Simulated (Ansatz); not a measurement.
Values for one crystal, relaxed and computed with HSE06 (plane waves, PAW; program Ansatz); other levels are named.

```yaml
volume_per_atom: 10.91 Å³
electronic_character: metallic (no gap)
Bulk modulus (Birch–Murnaghan fit): 210 GPa
Pressure derivative B′: 4.5
```

### Question
Which of these materials gives this?
A. ZrSe2, fluorite
B. NiO, CsCl type
C. TiTe2, fluorite or antifluorite type
D. LaNiO3, cubic perovskite

### Answer
D, LaNiO3, cubic perovskite

Space group Pm-3m (cubic perovskite). The first step of the workflow began from a Materials Project structure, measured or hypothetical; the Crystallography Open Database copy checked does not list it. COD files the formula under space group No. 167. Whether it is the stable phase at ambient conditions was not checked. Symmetry was held in the HSE06 relaxation; whether a distortion lowers the energy is not shown. The workflow began spin-polarised and lost its moments. The hybrid run found no gap, on a coarse k-mesh. Scalar-relativistic: spin–orbit coupling is off unless named, which matters more the heavier the elements.

Potentials: the later of the program's two PAW sets.
